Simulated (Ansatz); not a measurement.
Problem. Ge in space group Fd-3m (No. 227; Ge on 8b, Ge on 32e, Ge on 96g) is relaxed with plane-wave PAW PBE (Ansatz code). What lattice parameters of the conventional cell result?

Solution. a = 15.463 Å.

Problem. Give the free coordinates with the occupied sites.

Solution. In one choice of origin and axes:

```json
[
 {"atom": "Ge", "site": "8b", "symmetry": "-43m", "x": "0.5000", "y": "0.5000", "z": "0.5000"},
 {"atom": "Ge", "site": "32e", "symmetry": ".3m", "x": "0.4081", "y": "0.4081", "z": "0.4081"},
 {"atom": "Ge", "site": "96g", "symmetry": "..m", "x": "0.0575", "y": "0.0575", "z": "0.2547"}
]
```

Problem. Is it a metal or does it have a gap at this level?

Solution. A gap of 0.64 eV, direct.

The workflow started from a Materials Project entry (that database holds measured and hypothetical structures alike). Its sites differ from those of the usual phase in this space group: another stacking or structure type. Symmetry was held in the PBE relaxation; its stability against distortions is not shown here. Scalar-relativistic: spin–orbit coupling is off unless named, which matters more the heavier the elements.

Potentials: the earlier of the program's two PAW sets.
